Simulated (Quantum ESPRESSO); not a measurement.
Simulation results for AlSi$_{2}$PC$_{4}$ (made-up cell)

All values are calculated (Quantum ESPRESSO 7.5). Calculation on a made-up crystal cell, not a measurement: periodic Kohn-Sham density functional theory in plane waves with PseudoDojo standard norm-conserving scalar-relativistic pseudopotentials, each functional with its own files (v0.5 for PBE, v0.4.1 for LDA and PBEsol), no spin polarisation, no spin-orbit coupling, atoms not relaxed, stress positive in tension, energies less a fixed whole-eV offset for each atom's element; levels are Kohn-Sham levels at fractions of this cell's reciprocal vectors, counted from the reference band (half the neutral cell's valence electrons, rounded up) at Gamma; error bars cover cutoff and k-mesh only, not smearing or the files; added strain carries the atoms with the cell, and shear is the tensor component; each bar is the largest change over components, and at least 0.002 eV, 0.002 eV per angstrom or 0.02 GPa; energies are for the whole cell, and the offsets were chosen from early runs and are not element reference energies.

### AlSi$_{2}$PC$_{4}$ (made-up cell)

```
CELL_PARAMETERS angstrom
4.51780 -0.03540 -0.04500
-0.03540 4.50920 -0.05330
-0.04500 -0.05330 4.44650
ATOMIC_POSITIONS crystal
P 0.99430 0.99423 0.00574
Al 0.99321 0.50330 0.49592
Si 0.49704 0.01300 0.50553
Si 0.48800 0.50003 0.00646
C 0.24028 0.26579 0.24952
C 0.25514 0.73660 0.74925
C 0.74486 0.24812 0.74367
C 0.74504 0.75966 0.24381
```

| Quantity | Value |
| --- | --- |
| lattice type | zincblende/diamond |
| functional | pbe |
| cutoff | 1116 eV |
| fermi dirac smearing | 0.025 eV |
| scf tolerance | 1e-07 eV |
| electrons removed | 0 |
| k mesh | 4 x 4 x 4, shifted by half a step |
| free energy less offsets | -1.942 eV |
| smearing term minus ts | 0 eV |
| scf iterations | 12 |
| pressure | -8.894 GPa |
| stress xx | 10.97 GPa |
| stress yy | 10.13 GPa |
| stress zz | 5.583 GPa |
| stress yz | -5.339 GPa |
| stress xz | -4.718 GPa |
| stress xy | -3.516 GPa |
| error bar energy | 0.006478 eV |
| error bar stress | 0.05646 GPa |
| error bar force | 0.002 eV/Å |
| error bars from | tighter rerun of a related cell |

Atoms:
```csv
atoms element,atom site,atom energy offset (eV)
P,1,-189
Al,2,-64
Si,3,-115
Si,4,-115
C,5,-163
C,6,-163
C,7,-163
C,8,-163
```

Forces:
```csv
site,x (eV/Å),y (eV/Å),z (eV/Å)
1,0.0898,0.4885,-0.7289
2,-0.8187,0.1564,0.2407
3,-0.5717,-1.14,-0.7132
4,0.9109,0.02863,-0.8145
5,0.7766,-2.678,-1.066
6,0.03348,2.54,1.252
7,-0.01393,-0.4756,2.276
8,-0.4064,1.08,-0.4467
```
